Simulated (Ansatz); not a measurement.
**A crystal of cell content C12H20S2 at more than one level of theory**

Plane-wave PAW calculations in Ansatz, scalar-relativistic unless spin-orbit coupling is named; Γ-centred meshes, relaxations with the symmetry kept. Pressure is positive in compression. No spin polarisation at the first level.

Plane waves to 420 eV, a k mesh through Γ of 4×4×4 on the computed 34-atom cell and Gaussian smearing (0.02 eV); no spin polarisation.

Structure relaxed with PBE+D3(BJ):

```xyz
34
Lattice="5.5371 -5.1051 0.0409 5.5371 5.1051 0.0409 -1.4277 0.0000 5.8622" Properties=species:S:1:pos:R:3 pbc="T T T"
H     5.4407   -2.9066   -0.0118
H     4.9196   -2.9066    3.0248
H     4.2058    2.9066    5.9559
H     4.7268    2.9066    2.9193
H     5.1686   -1.5700    5.5764
H     3.7640   -1.5700    3.2988
H     4.4779    1.5700    0.3676
H     5.8824    1.5700    2.6453
H     7.9449   -2.3017    1.7210
H     2.4154   -2.3017    1.2919
H     1.7015    2.3017    4.2230
H     7.2310    2.3017    4.6522
H     0.8457    0.2107    1.0846
H     9.5146    0.2107    1.9283
H     8.8007   -0.2107    4.8594
H     0.1318   -0.2107    4.0158
H     2.3814    0.4005    2.1203
H     7.9790    0.4005    0.8926
H     7.2651   -0.4005    3.8237
H     1.6675   -0.4005    5.0515
C     6.1392   -2.2137    0.4784
C     4.2211   -2.2137    2.5346
C     3.5073    2.2137    5.4657
C     5.4253    2.2137    3.4095
C     7.1650   -2.9299    1.2842
C     3.1953   -2.9299    1.7287
C     2.4814    2.9299    4.6599
C     6.4512    2.9299    4.2154
C     1.6170    0.8633    1.4974
C     8.7433    0.8633    1.5155
C     8.0294   -0.8633    4.4467
C     0.9031   -0.8633    4.4285
S     5.1802   -1.0396    1.5065
S     4.4663    1.0396    4.4376
```

| level | cell | cutoff (eV) | k mesh | primitive cell | V (Å³/atom) | P (GPa; residual where relaxed) | gap on mesh (eV) |
| --- | --- | --- | --- | --- | --- | --- | --- |
| PBE+D3(BJ) | relaxed | 420 | 4×4×4 | a = 7.53 Å, b = 7.53 Å, c = 6.03 Å, α = 99.71°, β = 99.71°, γ = 85.35° | 9.8 | 0.00 | 3.46 |
| PBE | relaxed | 420 | 4×4×4 | a = 8.31 Å, b = 8.31 Å, c = 6.65 Å, α = 98.15°, β = 98.15°, γ = 84.79° | 13.2 | -0.01 | 3.81 |

The volumes differ by 35 %: in a crystal of weakly bound units the cell follows the treatment of dispersion, and a level without it swells.

Cost: 2 runs of about 33 core-minutes in all, on Arm Neoverse V1 (shared hosts).